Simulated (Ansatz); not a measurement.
## Computed properties of SiGe

SiGe:
```
SiGe
1.0
    3.87040     0.00000     0.00000
   -1.93520     3.35186     0.00000
    0.00000     0.00000     6.39435
Si Ge
2 2
Direct
  0.66667   0.33333   0.87452
  0.33333   0.66667   0.37452
  0.66667   0.33333   0.50048
  0.33333   0.66667   0.00048
```

Space group P6_3mc (No. 186), wurtzite; conventional cell a = b = 3.870 Å, c = 6.394 Å, α = β = 90.00°, γ = 120.00°.

Method: DFT-LDA in the program Ansatz with PAW potentials. Geometry: relaxed at this level of theory. Other levels are named where they apply.

**Cell and energy**

* **Volume per atom**: 20.74 Å³
* **Density**: 4.03 g/cm³
* **Formation energy from the elements (no fitted shifts)**: 0.025 eV/atom

**Electronic structure**

* **Band gap**: 0.32 eV (indirect)
* **Valence-band maximum**: at Γ
* **Conduction-band minimum**: at M (3 equivalent valleys)
* **Smallest direct gap on the standard path**: 0.42 eV
* **Electron effective mass**: 0.11, 1.2, 1.2 mₑ (principal values)
* **Hole effective mass, band 1 of 2 at the edge**: 0.53 along x, 0.51 along z (mₑ)
* **Hole effective mass, band 2 of 2 at the edge**: 0.075 along x, 0.51 along z (mₑ)

**Mechanics**

Bulk modulus (Birch–Murnaghan fit): 84.7 GPa
Pressure derivative B′: 4.5
Elastic constants (relaxed ions, GPa): C11 = 174, C12 = 47.6, C13 = 30.3, C33 = 200, C44 = 46.6
Mechanical stability: stable (all eigenvalues of C positive)
Hill bulk and shear moduli: 85.0 and 59.2 GPa
Young's modulus: 144 GPa
Poisson's ratio: 0.22
Debye temperature from the elastic constants: 459 K

**Phonons**

- Highest zone-centre frequency (without LO–TO term): 409 cm⁻¹
- Zone-centre stability: no imaginary mode at Γ

The workflow started from a Materials Project entry (that database holds measured and hypothetical structures alike); the Crystallography Open Database copy checked does not list it. Its standing as an ambient phase is unchecked. Symmetry was held in the LDA relaxation. The references are the lowest solids computed at this level, not always the standard phases. Scalar-relativistic: spin–orbit coupling is off unless named, which matters more the heavier the elements.

Potentials: the later of the program's two PAW sets.
